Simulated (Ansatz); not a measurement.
Ansatz (an electronic-structure program) input:

Ansatz 0.2 input:
```yaml
crystal:
  lattice:
    - [3.2467848564, 0.0, 0.0]
    - [-1.6233924282, 2.8117981662, 0.0]
    - [0.0, 0.0, 10.3960200108]
  atoms:
    - { symbol: Mg, position: [0.3333333333, 0.6666666667, 0.9695392751] }
    - { symbol: Mg, position: [0.6666666667, 0.3333333333, 0.4695392751] }
    - { symbol: Mg, position: [0.0, 0.0, 0.2208916591] }
    - { symbol: Mg, position: [0.0, 0.0, 0.7208916591] }
    - { symbol: O, position: [0.3333333333, 0.6666666667, 0.7799694405] }
    - { symbol: O, position: [0.6666666667, 0.3333333333, 0.2799694405] }
    - { symbol: O, position: [0.0, 0.0, 0.5295896253] }
    - { symbol: O, position: [0.0, 0.0, 0.0295896253] }
kpoints:
  mp_grid: { grid: [10, 10, 3] }
hamiltonian:
  xc: r2scan
  pseudopotentials: { kind: paw }
scf:
  occupations: { method: fixed }
checkpoint: { read: static.run }
output: { bader: true, populations: true }
```

Output (shortened):

```
Pseudopotential: Mg, paw, valence charge 10
Pseudopotential: O, paw, valence charge 6
Functional definition: r2SCAN
Crystal: 8 atoms, lattice volume = 94.908 Å³
Basis set: ecut = 500 eV, 2371 PW (Γ), exchange–correlation on 96×96×320 points (64 copies of the dense FFT grid, shifted against one another)
Bands: 40, of which v1, the nominal top of the filled ones, is band 32 counted from 1 (31 counted from 0)
Symmetry: 12 space group operations
Space group: P63mc (ITA 186), of the structure as read, at distance tolerance 4.6e-5 Å
k-points: 28 of 300 (time reversal used)
Stability of the state it starts from, as read at its close in the unpolarized treatment …
iter 1 solved again at ethr=1.89e-9 eV; its pass at ethr=3.10e-3 eV (dr2=1.21e-6 eV) is discarded
SCF iter   1: F=—  HF=-9992.259897 eV  |F-HF|=—  |Δ(HF+E_count)|=         —  Δρ=2.58e-7  dr2=4.72e-11  dr2_τ=5.05e-12  ethr=1.89e-9  ⟨swp⟩=4.5  Hψ=7637  notcnv=0  defer=168
preconditioner: auto → Resta (q_TF=auto, 2.555 Å⁻¹)
SCF iter   2: F=-9992.259897 eV  HF=-9992.259897 eV  |F-HF|=7.28e-12  |Δ(HF+E_count)|=   3.51e-8  Δρ=1.33e-7  dr2=4.96e-12  dr2_τ=3.18e-12  ethr=1.00e-12  ⟨swp⟩=9.6  Hψ=4551  notcnv=0
SCF 1 converged in 2 iterations: F = -9992.259897 eV  dr2 = 4.96e-12
SCF converged after 2 iterations
Free energy (F): -9992.259897 eV
Harris-Foulkes:  -9992.259897 eV  (|F-HF|=7.28e-12)
Internal energy: -9992.259897 eV  (E = F + TS)
E sigma→0 (E₀):  -9992.259897 eV
Fermi energy:    4.342673 eV
--- Per-component energies (eV) ---
  E_band       = -1417.814109
  E_kinetic    = 1019.680727
  E_local      = -7478.989376  (includes V_loc(G=0)·N_el)
  E_nonlocal   = 571.129192
  E_hartree    = 2669.430629
  E_xc         = -409.698581
  E_vxc        = -592.390598  (∫ρ·V_xc dr)
  E_paw        = -1822.604419  (= ΣΔE_a)
  E_vpaw       = -315.288178  (= ΣTr[D̂ρ^β])
  E_aug_tail   = 0.004104  (compensation charges beyond the density's cutoff)
  E_vtau       = 39.178711  (kinetic-family band-sum trace: ∫τ·v_τ [+ j·A + Jᵃ·Aᵃ] dr)
  E_ewald      = -4540.979577
  E_core_change = -0.232596  (= ΣΔE_core)
  E_smearing   =  0.000000  (= −TS)
  E_closure    = 0.000000  (closes the sum)
  Σ components = -9992.259897   (vs F -9992.259897, Δ=0.00e0)
  [band-id]    e_kinetic+e_local+e_nonlocal+2·e_hartree+e_vxc+e_vpaw+e_augmentation_tail+e_vtau = -1417.814160   (vs E_band -1417.814109, Δ=-5.02e-5)
--- Band table (eV; the first three rows and the last of 28) ---
  k-point 0: bands = ["-69.8247", "-69.8245", "-69.8152", "-69.8149", "-34.9696", "-34.9505", "-34.9428", "-34.9271", "-34.9271", "-34.9260", "-34.9260", "-34.9235", "-34.9164", "-34.9164", "-34.9154", "-34.9154", "-12.5950", "-12.2626", "-12.2488", …
  k-point 1: bands = ["-69.8247", "-69.8245", "-69.8151", "-69.8150", "-34.9666", "-34.9586", "-34.9346", "-34.9269", "-34.9269", "-34.9265", "-34.9263", "-34.9263", "-34.9161", "-34.9161", "-34.9156", "-34.9156", "-12.5508", "-12.4282", "-12.0775", …
  k-point 2: bands = ["-69.8245", "-69.8243", "-69.8150", "-69.8147", "-34.9684", "-34.9508", "-34.9437", "-34.9301", "-34.9279", "-34.9279", "-34.9267", "-34.9240", "-34.9190", "-34.9184", "-34.9171", "-34.9159", "-12.5422", "-12.2230", "-12.2096", …
  k-point 27: bands = ["-69.8224", "-69.8224", "-69.8132", "-69.8132", "-34.9600", "-34.9589", "-34.9573", "-34.9529", "-34.9449", "-34.9442", "-34.9371", "-34.9338", "-34.9337", "-34.9326", "-34.9299", "-34.9294", "-11.8198", "-11.8020", "-11.7585", …
--- Löwdin populations: 8 sites ---
  site symbol       q [e]
     0     Mg      8.4425
     1     Mg      8.4425
     2     Mg      8.4420
     3     Mg      8.4420
     4      O      7.4272
     5      O      7.4272
     6      O      7.4212
     7      O      7.4212
  spilling = 0.008348 (of n_electrons = 64.000000)
--- Bader charges: 8 sites ---
  site symbol  charge [e]  shift [e]
     0     Mg      1.7269     0.0061
     1     Mg      1.7269     0.0061
     2     Mg      1.7284     0.0060
     3     Mg      1.7284     0.0060
     4      O     -1.7272     0.0062
     5      O     -1.7272     0.0062
     6      O     -1.7281     0.0060
     7      O     -1.7281     0.0060
  shift: an alarm, by how much a part of what the PAW files miss would move the charge. Where it is large, compare
  with a run on PAW files of another source; a small one proves nothing
  estimated error of the sums over rays = 3.8e-4 e
```

Cost: about 110 core-seconds (a rough figure) on shared cores.

Space group P6_3mc. The first step of the workflow began from a Materials Project structure, measured or hypothetical; the Crystallography Open Database copy checked does not list it. It is not the phase usual at ambient conditions (space group No. 225). The cell was relaxed with r²SCAN under the symmetry of its start; whether a distortion lowers the energy is not shown.

Potentials: the later of the program's two PAW sets.

Ansatz is a plane-wave DFT program.
